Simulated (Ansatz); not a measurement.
An Ansatz (a quantum-chemistry and plane-wave program) run. Input:

Ansatz 0.2 input:
```yaml
crystal:
  lattice:
    - [-1.6524858256, 1.6524858256, 1.6524858256]
    - [1.6524858256, -1.6524858256, 1.6524858256]
    - [1.6524858256, 1.6524858256, -1.6524858256]
  atoms:
    - { symbol: Ta, position: [0.0, 0.0, 0.0] }
kpoints:
  mp_grid: { grid: [36, 36, 36] }
hamiltonian:
  xc: r2scan
  pseudopotentials: { kind: paw }
scf:
  occupations: { method: fermi_dirac, width: 0.1 }
elastic: { mode: relaxed_ion, stencil: two_point, amplitude: 0.005, f_tol: 0.0005 }
```

Output (shortened):

```
Pseudopotentials: kind: paw
Pseudopotential: Ta, paw, valence charge 13
Functional definition: r2SCAN
Crystal: 1 atoms, lattice volume = 18.050 Å³
Basis set: ecut = 500 eV, 459 PW (Γ), exchange–correlation on 96×96×96 points (64 copies of the dense FFT grid, shifted against one another)
Bands: 11, of which v1, the nominal top of the filled ones, is band 7 counted from 1 (6 counted from 0)
Symmetry: 48 space group operations
Space group: Im-3m (ITA 229), of the structure as read, at distance tolerance 2.6e-5 Å
k-points: 1240 of 46656
PAW frozen core: Ta, regenerated for the run's functional
Initial wavefunctions: pseudopotential atomic-orbital guess
Eigensolver: davidson
Functional: x = r2scan, c = r2scan; τ floored in thin density (d = 2e-4 eV/Å³)
all-band conjugate gradients solve this SCF's bands
SCF 1 converged in 10 iterations: F = -9944.339362 eV  dr2 = 3.12e-17
Crystal: 1 atoms, lattice volume = 18.050 Å³
Initial density: handed on by an earlier stage of this run
Initial wavefunctions: those handed on with the density
SCF 2 converged in 2 iterations: F = -9944.339362 eV  dr2 = 9.49e-18
density extrapolation: transplant  |δρ|_rms = 3.686e-2 e/Å³  SAD shift = 6.019e-3 e/Å³
Crystal: 1 atoms, lattice volume = 17.960 Å³
Basis set: ecut = 500 eV, 457 PW (Γ), exchange–correlation on 96×96×96 points (64 copies of the dense FFT grid, shifted against one another)
Symmetry: 16 space group operations
k-points: 3349 of 46656
SCF 3 converged in 9 iterations: F = -9944.338865 eV  dr2 = 1.75e-14
density extrapolation: first-order (α = -2.000)  |δρ|_rms = 3.686e-2 e/Å³  SAD shift = 5.971e-3 e/Å³
Crystal: 1 atoms, lattice volume = 18.140 Å³
SCF 4 converged in 6 iterations: F = -9944.339085 eV  dr2 = 1.71e-14
density extrapolation: transplant  |δρ|_rms = 3.686e-2 e/Å³  SAD shift = 3.305e-3 e/Å³
Crystal: 1 atoms, lattice volume = 18.050 Å³
Symmetry: 8 space group operations
k-points: 6346 of 46656
SCF 5 converged in 8 iterations: F = -9944.339257 eV  dr2 = 8.87e-15
density extrapolation: first-order (α = -2.000)  |δρ|_rms = 3.686e-2 e/Å³  SAD shift = 3.305e-3 e/Å³
Crystal: 1 atoms, lattice volume = 18.050 Å³
SCF 6 converged in 6 iterations: F = -9944.339257 eV  dr2 = 1.06e-14
SCF converged after 2 iterations
Free energy (F): -9944.339362 eV
Harris-Foulkes:  -9944.339362 eV  (|F-HF|=5.46e-12)
Internal energy: -9944.298219 eV  (E = F + TS)
E sigma→0 (E₀):  -9944.318791 eV
Entropy (-TS):   -0.041143 eV (-41.143 meV/atom)
Fermi energy:    18.445916 eV
--- Per-component energies (eV) ---
  E_band       = -117.041191
  E_kinetic    = 366.952985
  E_local      = -548.828377  (includes V_loc(G=0)·N_el)
  E_nonlocal   = 14.987358
  E_hartree    = 190.581981
  E_xc         = -204.401508
  E_vxc        = -222.053220  (∫ρ·V_xc dr)
  E_paw        = -8423.001416  (= ΣΔE_a)
  E_vpaw       = -120.484560  (= ΣTr[D̂ρ^β])
  E_aug_tail   = 0.000085  (compensation charges beyond the density's cutoff)
  E_vtau       = 11.220577  (kinetic-family band-sum trace: ∫τ·v_τ [+ j·A + Jᵃ·Aᵃ] dr)
  E_ewald      = -1339.833048
  E_core_change = -0.756280  (= ΣΔE_core)
  E_smearing   = -0.041143  (= −TS)
  E_closure    = 0.000000  (closes the sum)
  Σ components = -9944.339362   (vs F -9944.339362, Δ=0.00e0)
--- Forces (eV/Å), atoms counted from 1 ---
  atom   1  Ta     0.00000000     0.00000000     0.00000000
  max |Σ_I F_I| component: 0.0 eV/Å
--- Stress (GPa, compression-positive) ---
        0.189085       0.000000       0.000000
        0.000000       0.189085       0.000000
        0.000000       0.000000       0.189085
  P = ⅓ Tr σ = 0.1891 GPa (1.891 kbar)
  The stress holds the Pulay correction. Without it, at fixed plane waves, as pw.x and ABINIT print it: P = 0.1282 GPa
  The stress includes an estimate of the error left by incomplete SCF convergence (largest component 0.0000 GPa).
--- Band table (eV; the first three rows and the last of 1240) ---
  k-point 0: bands = ["-50.4665", "-15.7342", "-15.7342", "-15.7342", "10.1530", "19.2811", "19.2811", "19.2811", "22.7601", "22.7601", "33.7115"]
  k-point 1: bands = ["-50.4656", "-15.7443", "-15.7372", "-15.7342", "10.1890", "19.2568", "19.2745", "19.3161", "22.7175", "22.7596", "33.7449"]
  k-point 2: bands = ["-50.4628", "-15.7743", "-15.7464", "-15.7344", "10.2961", "19.1854", "19.2523", "19.4206", "22.6004", "22.7587", "33.8414"]
  k-point 1239: bands = ["-50.2481", "-16.5836", "-16.5836", "-16.5836", "14.5097", "14.5097", "25.5349", "25.5349", "25.5349", "27.3881", "27.3881"]
  band table: 11 of 11 bands, residual norms ≤ 1.0e-3 eV
--- Elastic constants: 2 strain directions × 2 members + reference (group order 48) ---
  dense FFT box of the reference and of every strained cell: 24×24×24
  strains applied: 11, 23; error gains: componentwise 1.00 (the most a stress slope's error grows in a printed constant), spectral 1.73 (1 for all six strains …
  C = ∂σ_k/∂η_j (tension-positive GPa; Voigt order 11 22 33 23 13 12):
       275.082    166.125    166.125      0.000      0.000      0.000
       166.125    275.082    166.125      0.000      0.000      0.000
       166.125    166.125    275.082      0.000      0.000      0.000
         0.000      0.000      0.000     74.487      0.000      0.000
         0.000      0.000      0.000      0.000     74.487      0.000
         0.000      0.000      0.000      0.000      0.000     74.487
  reference stress σ⁰ (GPa):     -0.189     -0.189     -0.189      0.000      0.000      0.000
  moduli (Voigt/Reuss/Hill, GPa): K = 202.44/202.44/202.44   G = 66.48/64.95/65.71   E = 177.90   ν = 0.354
  mechanically stable: yes (min eigenvalue of sym C = 74.49 GPa)
  strain η (Voigt 11):  stress-route row diagonal C_11 = 275.08 GPa, energy-path curvature d²(F+E_count+ΔE)/dδ²/Ω₀ = 275.09 GPa
         δ    σ_11 (GPa)             F (eV)   n_scf  n_hpsi   n_pw
    -5.000e-3      -1.5856       -9944.3388648       9  803328    472   relax 0 steps, max|allowed force component| 0.00e0 eV/Å
     5.000e-3       1.1652       -9944.3390854       6  620105    476   relax 0 steps, max|allowed force component| 0.00e0 eV/Å
  strain η (Voigt 23):  stress-route row diagonal C_44 = 74.49 GPa, energy-path curvature d²(F+E_count+ΔE)/dδ²/Ω₀ = 74.59 GPa
         δ    σ_23 (GPa)             F (eV)   n_scf  n_hpsi   n_pw
    -5.000e-3      -0.3724       -9944.3392572       8  1372167    476   relax 0 steps, max|allowed force component| 0.00e0 eV/Å
     5.000e-3       0.3724       -9944.3392572       6  1157942    476   relax 0 steps, max|allowed force component| 0.00e0 eV/Å
```

Cost: very roughly 14 core-minutes on shared cores.

The cell was relaxed with r²SCAN under the symmetry of its start. No spin polarisation was allowed. As this level gives no gap, shear constants depend on the k-mesh and smearing (Fermi–Dirac, 0.1 eV here). Scalar-relativistic: spin–orbit coupling is off unless named, which matters more the heavier the elements.

Potentials: the later of the program's two PAW sets.

Ansatz is a plane-wave DFT program.
